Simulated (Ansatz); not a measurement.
Sn:
```yaml
crystal:
  lattice:
    - [-2.93883, 2.93883, 1.57548]
    - [2.93883, -2.93883, 1.57548]
    - [2.93883, 2.93883, -1.57548]
  atoms:
    - { symbol: Sn, position: [0.75000, 0.25000, 0.50000] }
    - { symbol: Sn, position: [0.00000, 0.00000, 0.00000] }
```

Relaxed with r²SCAN+D4. Special points in fractions of this cell's reciprocal vectors: Γ (0.000, 0.000, 0.000); X (0.000, 0.000, 0.500); M (-0.500, 0.500, 0.500); Z (0.322, 0.322, -0.322); Z0 (-0.322, 0.678, 0.322); P (0.250, 0.250, 0.250); N (0.000, 0.500, 0.000).

List the band energies nearest the Fermi level at these points for the program Ansatz at the r²SCAN+D4 level (PAW).

In eV from the Fermi level; about four levels below and three above (degenerate sets whole), none deeper than 8.9 eV; points with the same levels are listed once.

```tsv
k	below	above
Γ	-3.85 -2.23 -2.23	3.28 6.38 6.38
X	–	0.46 0.46 1.65 1.65
M	-7.96 -7.96 -5.05 -5.05	5.63 5.63 9.67 9.67
Z	-5.77 -3.26 -2.99 -2.99	3.16 5.84 5.84
P	-6.10 -6.10 -3.76 -3.76	3.64 3.64 4.20 4.20
N	-5.58 -2.37 -1.94 -1.21	2.53 2.99 4.90
```

Space group I4_1/amd (β-Sn type). The cell was relaxed with r²SCAN+D4 under the symmetry of its start. The pairwise dispersion correction was not fitted to metals. Spin–orbit coupling is left out wherever it is not named.

Potentials: the later of the program's two PAW sets.
